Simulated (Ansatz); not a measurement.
Ansatz (a quantum-chemistry and plane-wave program) input:

Ansatz 0.2 input:
```yaml
crystal:
  lattice:
    - [4.2320977224, 0.0, 0.0]
    - [-2.1160488612, 3.6651041389, 0.0]
    - [0.0, 0.0, 16.8726049047]
  atoms:
    - { symbol: Ge, position: [0.3333333333, 0.6666666667, 0.899281428] }
    - { symbol: Ge, position: [0.6666666667, 0.3333333333, 0.100718572] }
    - { symbol: Sb, position: [0.0, 0.0, 0.6819744214] }
    - { symbol: Sb, position: [0.0, 0.0, 0.3180255786] }
    - { symbol: Te, position: [0.0, 0.0, 0.0] }
    - { symbol: Te, position: [0.6666666667, 0.3333333333, 0.8007783091] }
    - { symbol: Te, position: [0.3333333333, 0.6666666667, 0.1992216909] }
    - { symbol: Te, position: [0.3333333333, 0.6666666667, 0.5796197577] }
    - { symbol: Te, position: [0.6666666667, 0.3333333333, 0.4203802423] }
kpoints:
  mp_grid: { grid: [6, 6, 2] }
  band_path:
    path:
      - [[0.0, 0.0, 0.0], [0.5, 0.0, 0.0], [0.3333333333, 0.3333333333, 0.0], [0.0, 0.0, 0.0], [0.0, 0.0, 0.5], [0.5, 0.0, 0.5], [0.3333333333, 0.3333333333, 0.5], [0.0, 0.0, 0.5]]  # Γ-M-K-Γ-A-L-H-A
      - [[0.5, 0.0, 0.5], [0.5, 0.0, 0.0]]  # L-M
      - [[0.3333333333, 0.3333333333, 0.5], [0.3333333333, 0.3333333333, 0.0]]  # H-K
    npoints: 8
basis: { xc_grid: 2 }
hamiltonian:
  xc: pbe
  dispersion: d3bj
  pseudopotentials: { azcp: { folder: ./paw }, kind: paw_fr }
magnetization: { noncollinear: true, spin_orbit: true }
scf:
  n_extra_bands: 18
  convergence: { dr2_threshold: 0.0000000001 }
  occupations: { method: gaussian, width: 0.05 }
output: { eigenvalues: true }
```

Output (shortened):

```
Pseudopotential: Ge, paw, valence charge 14
Pseudopotential: Sb, paw, valence charge 15
Pseudopotential: Te, paw, valence charge 16
Functional definition: PBE
non-collinear run that drives no moment, with spin-orbit …
Crystal: 9 atoms, lattice volume = 261.712 Å³
Basis set: ecut = 420 eV, 5079 PW (Γ), exchange–correlation on 60×60×240 points (8 copies of the dense FFT grid, shifted against one another)
Bands: 156, of which v1, the nominal top of the filled ones, is band 138 counted from 1 (137 counted from 0)
Symmetry: 12 space group operations + 12 with time reversal
k-points: 14 of 72
Projection manifold: j_resolved (fully-relativistic pseudo-atomic orbitals)
SCF iter   1: F=—  HF=-56483.268290 eV  |F-HF|=—  |Δ(HF+E_count)|=         —  Δρ=1.57e-2  dr2=1.09e1  dr2_m=0.00e0 (ungated)  ethr=3.10e-3  |M|=0.00e0 ∫|m|=0.00e0 μB  |m|>n=0.0e0 m-floor=0.0e0 τ_xc=0.0e0  β_m=0.30  ⟨swp⟩=7.8  Hψ=5217  notcnv=0  defer=4
preconditioner: auto → Resta (q_TF=auto, 2.452 Å⁻¹)
spin=Noncollinear: Resta preconditioning applied to the charge; magnetization (m_x, m_y, m_z) channels mix plain (no charge-response kernel on spin).
SCF iter   2: F=—  HF=-56482.730954 eV  |F-HF|=—  |Δ(HF+E_count)|=   5.37e-1  Δρ=1.04e-2  dr2=6.89e-1  dr2_m=0.00e0 (ungated)  ethr=3.10e-3  |M|=0.00e0 ∫|m|=0.00e0 μB  |m|>n=0.0e0 m-floor=0.0e0 τ_xc=0.0e0  β_m=0.29  ⟨swp⟩=2.4  Hψ=1339  notcnv=0  defer=160
SCF iter   3: F=—  HF=-56482.704073 eV  |F-HF|=—  |Δ(HF+E_count)|=   2.69e-2  Δρ=8.04e-3  dr2=1.84e-1  dr2_m=0.00e0 (ungated)  ethr=4.99e-4  |M|=0.00e0 ∫|m|=0.00e0 μB  |m|>n=0.0e0 m-floor=0.0e0 τ_xc=0.0e0  β_m=0.45  ⟨swp⟩=2.0  Hψ=1177  notcnv=0  defer=162
SCF iter   4: F=—  HF=-56482.704337 eV  |F-HF|=—  |Δ(HF+E_count)|=   2.64e-4  Δρ=3.34e-3  dr2=3.26e-2  dr2_m=0.00e0 (ungated)  ethr=1.33e-4  |M|=0.00e0 ∫|m|=0.00e0 μB  |m|>n=0.0e0 m-floor=0.0e0 τ_xc=0.0e0  β_m=0.57  ⟨swp⟩=2.0  Hψ=1253  notcnv=0  defer=162
SCF iter   5: F=—  HF=-56482.707237 eV  |F-HF|=—  |Δ(HF+E_count)|=   2.90e-3  Δρ=6.95e-4  dr2=1.73e-3  dr2_m=0.00e0 (ungated)  ethr=2.36e-5  |M|=0.00e0 ∫|m|=0.00e0 μB  |m|>n=0.0e0 m-floor=0.0e0 τ_xc=0.0e0  β_m=0.78  ⟨swp⟩=2.0  Hψ=1308  notcnv=0  defer=162
SCF iter   6: F=—  HF=-56482.708044 eV  |F-HF|=—  |Δ(HF+E_count)|=   8.06e-4  Δρ=1.80e-4  dr2=1.48e-4  dr2_m=0.00e0 (ungated)  ethr=1.26e-6  |M|=0.00e0 ∫|m|=0.00e0 μB  |m|>n=0.0e0 m-floor=0.0e0 τ_xc=0.0e0  β_m=0.80  ⟨swp⟩=2.0  Hψ=1376  notcnv=0  defer=162
SCF iter   7: F=—  HF=-56482.708117 eV  |F-HF|=—  |Δ(HF+E_count)|=   7.30e-5  Δρ=7.87e-5  dr2=2.29e-5  dr2_m=0.00e0 (ungated)  ethr=1.07e-7  |M|=0.00e0 ∫|m|=0.00e0 μB  |m|>n=0.0e0 m-floor=0.0e0 τ_xc=0.0e0  β_m=0.85  ⟨swp⟩=2.0  Hψ=1851  notcnv=0  defer=162
SCF iter   8: F=—  HF=-56482.708137 eV  |F-HF|=—  |Δ(HF+E_count)|=   2.06e-5  Δρ=3.90e-5  dr2=4.31e-6  dr2_m=0.00e0 (ungated)  ethr=1.66e-8  |M|=0.00e0 ∫|m|=0.00e0 μB  |m|>n=0.0e0 m-floor=0.0e0 τ_xc=0.0e0  β_m=0.74  ⟨swp⟩=2.0  Hψ=1489  notcnv=0  defer=162
SCF iter  15: F=-56482.707974 eV  HF=-56482.707974 eV  |F-HF|=1.46e-11  |Δ(HF+E_count)|=  5.09e-11  Δρ=3.30e-8  dr2=6.78e-12  dr2_m=0.00e0 (ungated)  ethr=1.00e-12  |M|=0.00e0 ∫|m|=0.00e0 μB  |m|>n=0.0e0 m-floor=0.0e0 τ_xc=0.0e0  ⟨swp⟩=10.4  Hψ=4161  notcnv=0
SCF 1 converged in 15 iterations: F = -56482.707974 eV  dr2 = 6.78e-12
NSCF: frozen V_eff on 75 k-points
SCF converged after 15 iterations
Magnetization: |M| = 0.0000 μB,  M = (+0.0000, +0.0000, +0.0000) μB
Absolute magnetization: 0.0000 μB (∫|m|)
  site 0: m = (+0.0000, +0.0000, +0.0000) μB, |m| = 0.0000 μB  (R = 1.22 Å)
  site 1: m = (+0.0000, +0.0000, +0.0000) μB, |m| = 0.0000 μB  (R = 1.22 Å)
  site 2: m = (+0.0000, +0.0000, +0.0000) μB, |m| = 0.0000 μB  (R = 1.23 Å)
  site 3: m = (+0.0000, +0.0000, +0.0000) μB, |m| = 0.0000 μB  (R = 1.23 Å)
  site 4: m = (+0.0000, +0.0000, +0.0000) μB, |m| = 0.0000 μB  (R = 1.23 Å)
  site 5: m = (+0.0000, +0.0000, +0.0000) μB, |m| = 0.0000 μB  (R = 1.22 Å)
  site 6: m = (+0.0000, +0.0000, +0.0000) μB, |m| = 0.0000 μB  (R = 1.22 Å)
  site 7: m = (+0.0000, +0.0000, +0.0000) μB, |m| = 0.0000 μB  (R = 1.23 Å)
  site 8: m = (+0.0000, +0.0000, +0.0000) μB, |m| = 0.0000 μB  (R = 1.23 Å)
Free energy (F): -56482.707974 eV
Harris-Foulkes:  -56482.707974 eV  (|F-HF|=1.46e-11)
Internal energy: -56482.707930 eV  (E = F + TS)
E sigma→0 (E₀):  -56482.707952 eV
Entropy (-TS):   -0.000044 eV (-0.005 meV/atom)
Fermi energy:    9.927507 eV
--- Per-component energies (eV) ---
  E_band       = -1851.757166
  E_kinetic    = 1367.931708
  E_local      = -15754.682618  (includes V_loc(G=0)·N_el)
  E_nonlocal   = 1535.310521
  E_hartree    = 7535.383100
  E_xc         = -956.117683
  E_vxc        = -823.930545  (∫ρ·V_xc dr)
  E_paw        = -36473.627346  (= ΣΔE_a)
  E_vpaw       = -3247.153103  (= ΣTr[D̂ρ^β])
  E_aug_tail   = 0.000739  (compensation charges beyond the density's cutoff)
  E_ewald      = -13733.017980
  E_disp       = -3.888372  (pairwise vdW)
  E_smearing   = -0.000044  (= −TS)
  E_closure    =  0.000000  (closes the sum)
  Σ components = -56482.707974   (vs F -56482.707974, Δ=0.00e0)
  [band-id]    e_kinetic+e_local+e_nonlocal+2·e_hartree+e_vxc+e_vpaw+e_augmentation_tail = -1851.757097   (vs E_band -1851.757166, Δ=6.85e-5)
--- Band table (eV; the first three rows and the last of 14) ---
  k-point 0: bands = ["-28.1198", "-28.1198", "-28.1181", "-28.1181", "-28.1170", "-28.1170", "-28.1169", "-28.1169", "-27.9554", "-27.9554", "-27.9554", "-27.9554", "-27.9407", "-27.9407", "-27.9407", "-27.9407", "-27.8991", "-27.8991", "-27.8972", …
  k-point 1: bands = ["-28.1198", "-28.1198", "-28.1181", "-28.1181", "-28.1170", "-28.1170", "-28.1169", "-28.1169", "-27.9554", "-27.9554", "-27.9554", "-27.9554", "-27.9407", "-27.9407", "-27.9407", "-27.9407", "-27.8991", "-27.8991", "-27.8972", …
  k-point 2: bands = ["-28.1197", "-28.1197", "-28.1180", "-28.1180", "-28.1170", "-28.1170", "-28.1167", "-28.1167", "-27.9554", "-27.9554", "-27.9554", "-27.9554", "-27.9405", "-27.9405", "-27.9405", "-27.9405", "-27.8990", "-27.8990", "-27.8972", …
  k-point 13: bands = ["-28.1189", "-28.1189", "-28.1182", "-28.1182", "-28.1167", "-28.1167", "-28.1161", "-28.1161", "-27.9553", "-27.9553", "-27.9553", "-27.9553", "-27.9400", "-27.9400", "-27.9399", "-27.9399", "-27.8984", "-27.8984", "-27.8971", …
```

Cost: very roughly 8 core-minutes on shared cores.

Space group P-3m1. The PBE+D3(BJ) relaxation kept the symmetry of its start.

Potentials: the earlier of the program's two PAW sets.

Ansatz is a plane-wave DFT program.
